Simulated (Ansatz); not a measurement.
CuI$_{2}$ in space group P4/mmm (No. 123; Cu on 1a, I on 2f), r²SCAN+D4 (plane waves, PAW; program Ansatz), all energies at zero smearing, with the estimated change up to a 700 eV cutoff added, with one set of potentials and settings (totals compare only within such a set). Cell of 3 atoms (1 Cu, 2 I): -21687.336 eV.

```csv
element,reference phase,E (eV/atom)
Cu,"Fm-3m, 1 atoms in the cell",-6631.4395
I,"Cmce, 4 atoms in the cell",-7528.1417
```

Formation energy per atom, worked out: (-21687.336 − 1×(-6631.4395) − 2×(-7528.1417))/3 = 0.129 eV/atom (12 kJ per mol of atoms), at 0 K, without zero-point energy or fitted corrections.

The first step of the workflow began from a Materials Project structure, measured or hypothetical; the Crystallography Open Database copy checked does not list it. Its standing as an ambient phase is unchecked. Symmetry was held in the r²SCAN+D4 relaxation; phonons show weakly imaginary modes. The run is not spin-polarised. The references are the lowest solids computed at this level, not always the standard phases. Spin–orbit coupling is left out wherever it is not named.

Potentials: the later of the program's two PAW sets.
